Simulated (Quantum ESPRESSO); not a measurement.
## Band energies of NaAuO₂

```xyz
8
Lattice="1.8898 -5.6660 0.0000 1.8898 5.6660 0.0000 0.0000 0.0000 5.9805" Properties=species:S:1:pos:R:3 pbc="T T T"
O      1.8898    -4.2812     2.9499
O      1.8898     4.2812     3.0306
O      1.8898     4.2812     5.9402
O      1.8898    -4.2812     0.0403
Na     1.8898     2.4094     1.4951
Na     1.8898    -2.4094     4.4854
Au     1.8898    -5.6286     4.4854
Au     1.8898     5.6286     1.4951
```

norm-conserving LDA (Quantum ESPRESSO, 88 Ry, without SOC); path ΓXSRAZΓYX1A1TY,ZT; energies in eV from the valence-band maximum.

```
k (1/Å)  point  band 36  band 37  band 38  band 39  band 40  band 41  band 42  band 43
-------  -----  -------  -------  -------  -------  -------  -------  -------  -------
0.00         Γ    -2.18    -1.97    -1.57    -0.21     0.00     1.95     2.23     2.29
0.37              -2.22    -1.96    -1.73    -0.31    -0.13     1.92     2.22     2.86
0.74              -1.91    -1.73    -1.63    -0.41    -0.31     1.82     2.22     4.03
0.92         X    -1.89    -1.63    -1.62    -0.38    -0.34     1.75     2.21     4.04
0.92         S    -1.89    -1.68    -1.59    -0.43    -0.35     1.79     2.21     4.13
1.45         R    -1.40    -1.38    -1.38    -0.94    -0.94     1.36     1.36     4.35
1.45         A    -1.49    -1.17    -1.17    -0.98    -0.98     1.30     1.30     4.37
1.82              -1.52    -1.11    -1.11    -0.95    -0.95     1.46     1.46     4.42
2.19              -1.54    -0.85    -0.85    -0.78    -0.78     1.51     1.51     4.11
2.37         Z    -1.55    -0.80    -0.80    -0.74    -0.74     1.52     1.52     4.02
2.55              -1.63    -1.31    -1.10    -0.47    -0.37     1.64     1.68     3.21
2.90         Γ    -2.18    -1.97    -1.57    -0.21     0.00     1.95     2.23     2.29
3.27              -2.29    -2.14    -1.44    -0.12    -0.09     1.66     2.19     3.24
3.45         Y    -2.32    -2.15    -1.40    -0.17    -0.05     1.56     2.18     3.84
3.75              -2.07    -2.05    -1.54    -0.23    -0.15     1.60     2.19     3.88
4.04              -1.80    -1.77    -1.72    -0.32    -0.32     1.70     2.20     3.93
4.19        X1    -1.89    -1.63    -1.62    -0.38    -0.34     1.75     2.21     4.04
4.37              -1.72    -1.57    -1.50    -0.47    -0.45     1.64     1.99     4.10
4.72        A1    -1.49    -1.17    -1.17    -0.98    -0.98     1.30     1.30     4.37
5.01              -1.30    -1.07    -1.07    -0.82    -0.82     1.10     1.10     4.69
5.46         T    -1.21    -0.93    -0.93    -0.61    -0.61     0.89     0.89     4.80
5.72              -1.57    -1.49    -1.12    -0.37    -0.20     1.22     1.52     4.13
5.98         Y    -2.32    -2.15    -1.40    -0.17    -0.05     1.56     2.18     3.84
5.98         Z    -1.55    -0.80    -0.80    -0.74    -0.74     1.52     1.52     4.02
6.12              -1.49    -0.84    -0.84    -0.71    -0.71     1.42     1.42     4.13
6.53         T    -1.21    -0.93    -0.93    -0.61    -0.61     0.89     0.89     4.80
```

The LDA gap is indirect, 0.89 eV, from Γ to T; the smallest direct gap is 1.35 eV.

Without spin-orbit coupling, band edges of such heavy elements can be off by tenths of an eV.

Geometry of the Materials Project entry, not relaxed at this level.

The structure is a Materials Project entry; no match was found in the copy of COD used, and its stability was not checked.

Letters of k points follow the standard setting of the lattice, whose axes may be ordered differently from the printed cell.
